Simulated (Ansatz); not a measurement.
Given:

Relaxed WS$_{2}$ (2H-MoS2 type, space group P6_3/mmc):

```xyz
6
Lattice="3.1700 0.0000 0.0000 -1.5850 2.7453 0.0000 0.0000 0.0000 12.4918" Properties=species:S:1:pos:R:3 pbc="T T T"
W      0.0000     1.8302     3.1229
W      1.5850     0.9151     9.3688
S      0.0000     1.8302     7.8061
S      1.5850     0.9151     1.5602
S      1.5850     0.9151     4.6857
S      0.0000     1.8302    10.9316
```

In this cell atom 6 (S, nearest neighbour W at 2.407 Å; its periodic images, 3.2 Å or more away, move with it) is moved by s along Cartesian z, unit vector (0.000, 0.000, 1.000); all other atoms and the cell stay fixed.

The numbers are results of r2SCAN+rVV10 (plane waves to 500 eV, PAW, scalar-relativistic; Ansatz, an electronic-structure program), not measurements. k mesh 10×10×3 (Γ-centred), Fermi-Dirac smearing 0.05 eV. The energy includes the smearing's −TS. As the smearing reaches across the gap at some points, energies and forces of such displacements shift with the k mesh and the smearing. Spin-orbit coupling is left out, though W is heavy. WS2 is run without spin polarisation. WS2 was relaxed with its symmetry unable to fall. ΔE is measured from the undisplaced structure.

The scan covers s from -0.480 to 0.480 Å in 11 points.

Task: Is the energy the same for displacements of ±0.480 Å, and if not, which side lies higher?

Result: Not even: the negative side lies higher at ±0.480 Å. With its periodic images moving along, the atom's site symmetry in this cell is 3m..

Task: What is the energy change at s = 0.480 Å?

Result: 1521 meV/cell.

Task: What force acts on the atom along the line at s = -0.480 Å?

Result: 11.4 eV/Å.

Task: What is the force constant k = d²E/ds² of this move at s = 0?

Result: 19.1 eV/Å².

(A displaced cell: forces are minus the slopes of the energy, force constants its curvatures, and phonons follow from these.)
